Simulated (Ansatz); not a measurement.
## ZrTi$_{5}$C$_{6}$: computed properties

Method: Ansatz 0.2.0, DFT PBE, scalar-relativistic, plane waves, PAW.

Settings: cutoff 420 eV, Γ-centred mesh 12×12×4 on the computed 12-atom cell, Gaussian smearing of 0.10 eV; no spin polarisation.

The structure is relaxed at this level of theory with its symmetry kept, and needn't be the ground state of this composition.

```cif
data_structure
_symmetry_space_group_name_H-M 'P4/mmm'
_symmetry_Int_Tables_number 123
_cell_length_a 3.1239
_cell_length_b 3.1239
_cell_length_c 13.1799
_cell_angle_alpha 90.000
_cell_angle_beta 90.000
_cell_angle_gamma 90.000
_cell_volume 128.62
loop_
_atom_site_label
_atom_site_type_symbol
_atom_site_symmetry_multiplicity
_atom_site_Wyckoff_symbol
_atom_site_fract_x
_atom_site_fract_y
_atom_site_fract_z
_atom_site_occupancy
Zr1 Zr 1 a 0.00000 0.00000 0.00000 1
Ti1 Ti 2 g 0.00000 0.00000 0.66264 1
Ti2 Ti 2 h 0.50000 0.50000 0.82515 1
Ti3 Ti 1 d 0.50000 0.50000 0.50000 1
C1 C 2 g 0.00000 0.00000 0.82457 1
C2 C 1 c 0.50000 0.50000 0.00000 1
C3 C 2 h 0.50000 0.50000 0.33669 1
C4 C 1 b 0.00000 0.00000 0.50000 1
```

| Quantity | Value |
| --- | --- |
| Space group | P4/mmm (No. 123) |
| Volume per atom | 10.72 Å³ |
| Formation energy from the elements' standard states (uncorrected) | -0.784 eV/atom |
| Kohn–Sham band gap | none (metal) |
| Density of states at the Fermi level | 1.3 states/eV per cell |
| Orbital (Löwdin) character within 0.5 eV of the Fermi level | C 2p 50 %, Ti 3d 42 % |

The cell was found from a structure generator's guess, not taken from experiment. Löwdin shares on free-atom orbitals overweight diffuse shells.
